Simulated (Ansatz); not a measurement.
BAs in space group P6_222 (No. 180; B on 3d, As on 3c) at seven volumes, PBE in the plane-wave PAW code Ansatz, shape and atoms relaxed at each. One row is withheld.

| V (Å³/atom) | P (GPa) |
|---|---|
| 11.756 | 15.69 |
| 12.143 | 9.61 |
| 12.531 | ? |
| 12.919 | 0.00 |
| 13.306 | -3.77 |
| 13.694 | -6.99 |
| 14.081 | -9.72 |

Q: Fit the shown pressures and predict the withheld one.

A: P = (3/2)B₀(x^(7/2) − x^(5/2))[1 + (3/4)(B′ − 4)(x − 1)] with x = (V₀/V)^(2/3). Least squares on the six rows gives V₀ = 12.919 Å³/atom, B₀ = 136 GPa, B′ = 4.30. At V = 12.531, x = 1.0205 and P = 4.43 GPa. The run itself gave 4.43 GPa.

The start of the workflow was typed in or built on a structure type; neither database checked (COD, Materials Project) lists it. It is not the phase usual at ambient conditions (space group No. 216). Symmetry was held in the PBE relaxation; its stability against distortions is not shown here. Its formation energy is positive at this level, so the cell may be metastable or incomplete.

Potentials: the later of the program's two PAW sets.
